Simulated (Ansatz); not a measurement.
Ga₃Sb₂As, ordered on the zincblende lattice with 6 atoms a cell, 6 atoms and 84 valence electrons in a cell of about 160 Å³, was run 6 times in Ansatz 0.2.0, each time on 4 threads of Arm Neoverse V1, with other jobs on the host.

| run | k mesh | irreducible k | cutoff (eV) | plane waves | bands | SCF iterations | wall time | peak host memory (GiB) |
| --- | --- | --- | --- | --- | --- | --- | --- | --- |
| relaxation, PBE | 8×8×8 | 59 | 420 | 3223 | 51 | 41 | 69 s | 0.75 |
| relaxation, r2SCAN | 8×8×8 | 59 | 500 | 4057 | 51 | 38 | 2.7 min | 1.2 |
| bands, PBE | 8×8×8 | 59 | 420 | 3097 | 47 | 8 | 24 s | 0.73 |
| single point, r2SCAN | 8×8×8 | 59 | 500 | 4057 | 47 | 8 | 28 s | 0.98 |
| single point, HSE06 | 6×6×6 | 30 | 420 | 3097 | 47 | 28 | 12 min | 5.2 |
| single point, PBE+SOC | 8×8×8 | 59 | 420 | 3097 | 94 | 13 | 2.7 min | 2.4 |

The slowest run (single point, HSE06) took about 30 times as long as the quickest (bands, PBE).

Only the levels marked +SOC include spin-orbit coupling.

Small gaps with spin-orbit coupling can be splittings of inverted bands, not the fundamental gap; semilocal functionals often invert bands that the real crystal keeps in order.
